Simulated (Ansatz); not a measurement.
## Si3Ge3N8 (β-Si3N4 sites, Pm) by several functionals

All numbers come from the plane-wave code Ansatz. All values are calculated for a non-magnetic cell, which may be hypothetical.

Structure: a 14-atom cell of Si3Ge3N8 built on β-Si3N4 (relaxed group Pm), at its r2SCAN minimum. Space group Pm (No. 6), monoclinic; conventional cell a = 7.809 Å, b = 2.992 Å, c = 7.835 Å, β = 119.9°, 11.34 Å³ an atom. Si has 4 N at 1.74–1.78 Å; Si has 4 N at 1.74–1.77 Å; Si has 4 N at 1.73–1.78 Å; Ge has 4 N at 1.80–1.85 Å; Ge has 4 N at 1.81–1.83 Å; Ge has 4 N at 1.80–1.82 Å; N has 1 Si at 1.74 Å and 2 Ge at 1.82–1.83 Å; N has 2 Si at 1.74 Å and 1 Ge at 1.82 Å (further sites aren't listed).

```xyz
14
Lattice="7.8363 0.0000 0.0149 0.0000 2.9925 0.0000 -3.9052 0.0000 6.7621" Properties=species:S:1:pos:R:3 pbc="T T T"
Si    1.4515    1.4962    5.6031
Si    5.5495    0.0000    1.5619
Si    3.6729    0.0000    4.0306
Ge    0.2078    1.4962    2.7381
Ge   -1.6572    1.4962    5.1770
Ge    2.5536    0.0000    1.1962
N     0.0594    1.4962    4.5566
N     3.9827    0.0000    2.3213
N     2.8567    1.4962    4.5300
N     1.4830    0.0000    6.5645
N    -2.5872    0.0000    4.7287
N     6.3507    1.4962    2.0117
N     1.0591    0.0000    2.2175
N     2.5348    1.4962    0.2025
```

On this one geometry the levels give:
```
  level  k mesh  gap (eV)      kind           edges  least direct gap (eV)
    PBE   4×8×4      3.38  indirect  Γ–Z (0.30) → Γ                   3.44
PBE+SOC   4×8×4      3.38  indirect  Γ–Z (0.30) → Γ                   3.44
 r2SCAN   4×8×4      3.90  indirect  Γ–Z (0.30) → Γ                   3.96
  HSE06   2×6×2      4.91  indirect  Γ–Z (0.30) → Γ                   4.98
   PBE0   2×6×2      5.66  indirect  Γ–Z (0.30) → Γ                   5.73
```
PBE: smearing of 0.02 eV; the others have fixed occupations.
Wave cutoffs: 420 eV, 500 eV (r2SCAN).
Points off the special ones are mesh points or PBE's searched band edges, reused at the other levels.

The HSE06 gap is indirect, 4.91 eV (Γ–Z (0.30 of the way from Γ) to Γ), below the direct gap of 4.98 eV at Γ. Spin-orbit coupling changes the PBE gap by 0.00 eV, to 3.38 eV.

r2SCAN covers 34 % of the step from PBE to HSE06. Spin-orbit coupling moves the least or the direct gap by up to 0.01 eV, so it can be left out where a tenth of an eV counts. All these functionals give a gap of the same kind, indirect.

r2SCAN (ground state on 4×8×4): The clamped-ion dielectric constant comes out as 4.34, 4.41 and 4.31 along x, y and z. Born charges, averaged over directions: Si +3.40 to +3.44, Ge +3.32 to +3.36, N -2.57 to -2.50 e. The program notes that the ground state's band table doesn't vouch for all the bands that the response reads.

Only the levels marked +SOC include spin-orbit coupling.

The meshes of the hybrids are coarse, so their gaps aren't converged to the digits shown.
